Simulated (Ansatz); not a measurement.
Tetragonal deformation path in Li$_{3}$ClO

The calculation used DFT LDA, scalar-relativistic, plane waves, PAW in Ansatz 0.2.0. Cutoff 420 eV, Γ-centred 6×6×6 k-points, Gaussian smearing of 0.05 eV. No spin polarisation. Energies are free energies at this smearing, counted from the undisturbed cell; pressure is positive in compression.

The undisturbed cell (as given, not relaxed at this level; it stands at -5.5 GPa, and it needn't be the usual structure):

```xyz
5
Lattice="3.9083 0.0000 0.0000 0.0000 3.9083 0.0000 0.0000 0.0000 3.9083" Properties=species:S:1:pos:R:3 pbc="T T T"
Li    0.0000    1.9542    1.9542
Li    1.9542    0.0000    1.9542
Li    1.9542    1.9542    0.0000
Cl    0.0000    0.0000    0.0000
O     1.9542    1.9542    1.9542
```

At fixed volume and fractional coordinates, lengths along (0.000, 0.000, 1.000) are scaled against those across it; ρ is that ratio over its starting value.

| ρ | ΔE (meV/atom) |
| --- | --- |
| 0.650 | 493.2 |
| 0.707 | 274.2 |
| 0.780 | 118.1 |
| 0.850 | 43.6 |
| 0.920 | 10.1 |
| 0.960 | 2.3 |
| 1.000 | 0.0 |
| 1.050 | 2.9 |
| 1.100 | 10.4 |
| 1.200 | 35.3 |
| 1.300 | 69.7 |
| 1.414 | 118.7 |
| 1.500 | 162.4 |

Question: Predict the gap on the mesh (eV) at each point.

Answer:
| ρ | gap on the mesh (eV) |
| --- | --- |
| 0.650 | 2.95 |
| 0.707 | 3.62 |
| 0.780 | 4.04 |
| 0.850 | 4.26 |
| 0.920 | 4.42 |
| 0.960 | 4.51 |
| 1.000 | 4.57 |
| 1.050 | 4.39 |
| 1.100 | 4.21 |
| 1.200 | 3.98 |
| 1.300 | 3.87 |
| 1.414 | 3.78 |
| 1.500 | 3.74 |